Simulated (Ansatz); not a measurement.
All numbers below come from DFT PBE, scalar-relativistic, plane waves, PAW (Ansatz). Settings of the last relaxation (5-atom cell): 420 eV, 12×12×4 k points, Gaussian smearing of 0.10 eV, no spin polarisation.

Formation energies are uncorrected and count from the elements' standard states at the same level.

Question: Give a relaxed trial structure of a tetragonal metal that holds Cd and 1 more element, with a formation energy near −1.62 eV/atom and about 18 Å³ per atom, in a cell of 5 atoms. Its symmetry should be P4/mmm (No. 123).

Answer: Cd₂F₃, space group P4/mmm (No. 123). Cd has 4 F at 2.40 Å and 4 F at 2.78 Å; F on a site of symmetry 4/mmm is surrounded by 2 F at 2.67 Å, 8 Cd at 2.78 Å and 4 F at 3.10 Å; around F on a site of symmetry 4mm lie 4 Cd at 2.40 Å, 1 F at 2.67 Å and 4 F at 3.10 Å.

```cif
data_structure
_symmetry_space_group_name_H-M 'P4/mmm'
_symmetry_Int_Tables_number 123
_cell_length_a 3.1011
_cell_length_b 3.1011
_cell_length_c 9.2662
_cell_angle_alpha 90.000
_cell_angle_beta 90.000
_cell_angle_gamma 90.000
_cell_volume 89.11
loop_
_atom_site_label
_atom_site_type_symbol
_atom_site_symmetry_multiplicity
_atom_site_Wyckoff_symbol
_atom_site_fract_x
_atom_site_fract_y
_atom_site_fract_z
_atom_site_occupancy
Cd1 Cd 2 g 0.00000 0.00000 0.81543 1
F1 F 1 c 0.50000 0.50000 0.00000 1
F2 F 2 h 0.50000 0.50000 0.28867 1
```

* Volume per atom: 17.8 Å³
* Density: 5.3 g/cm³
* Formation energy: −1.62 eV/atom
* Gap on the 12×12×4 mesh of the 5-atom cell: 0 eV (a metal)

It was reached by relaxing an invented guess, and it needn't be the stable form of this composition. The answer needn't be unique; the calculation gave this one.

Weakly bound directions are ill-defined at this level, which has no dispersion term. An odd number of electrons in the primitive cell allows no gap without spin; a larger cell or a magnetic state could open one. A structure relaxed within its symmetry needn't be a true minimum.
